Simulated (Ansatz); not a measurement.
## Telling polymorphs of Ba6LiNb2IrCl2O12 apart by ⁹³Nb

Computed with Ansatz: DFT, PBE, plane waves and PAW, scalar-relativistic, 420 eV cutoff. Q(⁹³Nb) = -320.0 mb, I = 9/2. The cells come from the Materials Project (computed, not necessarily observed phases), with the atoms as given. Calculated pressures reach 2 GPa in size and forces 0.5 eV/Å in them. Spin–orbit coupling is left out, which moves gradients at and beside heavy atoms (Ba, Ir) by some per cent and at some sites by far more.

Problem. Rank the structures by their largest ⁹³Nb |C_Q|, smallest first.
A.
Ba6LiNb2IrCl2O12
Space group C2/m (No. 12); a = 10.6761, b = 5.9965, c = 15.2194 Å, β = 95.91°.

| site | Wyckoff | site symmetry | x | y | z |
| --- | --- | --- | --- | --- | --- |
| Ba1 | 4i | m | 0.3293 | 0.0000 | 0.3634 |
| Ba2 | 4i | m | 0.3517 | 0.0000 | 0.7830 |
| Ba4 | 4i | m | 0.7165 | 0.0000 | 0.9012 |
| Li | 2b | 2/m | 0.5000 | 0.0000 | 0.0000 |
| Nb | 4i | m | 0.0290 | 0.0000 | 0.8189 |
| Ir | 2a | 2/m | 0.0000 | 0.0000 | 0.0000 |
| Cl | 4i | m | 0.6553 | 0.0000 | 0.4242 |
| O13 | 8j | 1 | 0.4535 | 0.7518 | 0.9087 |
| O14 | 8j | 1 | 0.6111 | 0.7368 | 0.7606 |
| O17 | 4i | m | 0.8622 | 0.0000 | 0.7552 |
| O21 | 4i | m | 0.8384 | 0.0000 | 0.0694 |
B.
Ba6LiNb2IrCl2O12
Space group Cm (No. 8); a = 11.0824, b = 5.8886, c = 15.0506 Å, β = 94.13°.

| site | Wyckoff | site symmetry | x | y | z |
| --- | --- | --- | --- | --- | --- |
| Ba1 | 2a | m | 0.6931 | 0.0000 | 0.6224 |
| Ba2 | 2a | m | 0.6844 | 0.0000 | 0.2038 |
| Ba3 | 2a | m | 0.3431 | 0.0000 | 0.3583 |
| Ba4 | 2a | m | 0.3474 | 0.0000 | 0.0736 |
| Ba5 | 2a | m | 0.6427 | 0.0000 | 0.9418 |
| Ba6 | 2a | m | 0.2869 | 0.0000 | 0.8021 |
| Li | 2a | m | 0.5004 | 0.0000 | 0.7277 |
| Nb8 | 2a | m | 0.9969 | 0.0000 | 0.1854 |
| Nb9 | 2a | m | 0.9918 | 0.0000 | 0.8148 |
| Ir | 2a | m | 0.9943 | 0.0000 | 0.9954 |
| Cl11 | 2a | m | 0.3599 | 0.0000 | 0.5902 |
| Cl12 | 2a | m | 0.6952 | 0.0000 | 0.4170 |
| O13 | 4b | 1 | 0.5606 | 0.7358 | 0.0885 |
| O14 | 4b | 1 | 0.4078 | 0.7421 | 0.2365 |
| O15 | 4b | 1 | 0.5805 | 0.7372 | 0.7498 |
| O17 | 2a | m | 0.1479 | 0.0000 | 0.2541 |
| O18 | 4b | 1 | 0.4326 | 0.2529 | 0.9035 |
| O19 | 2a | m | 0.8401 | 0.0000 | 0.7484 |
| O21 | 2a | m | 0.1478 | 0.0000 | 0.9229 |
| O24 | 2a | m | 0.8437 | 0.0000 | 0.0727 |

Solution. A (37.8 MHz), B (47.5 MHz).
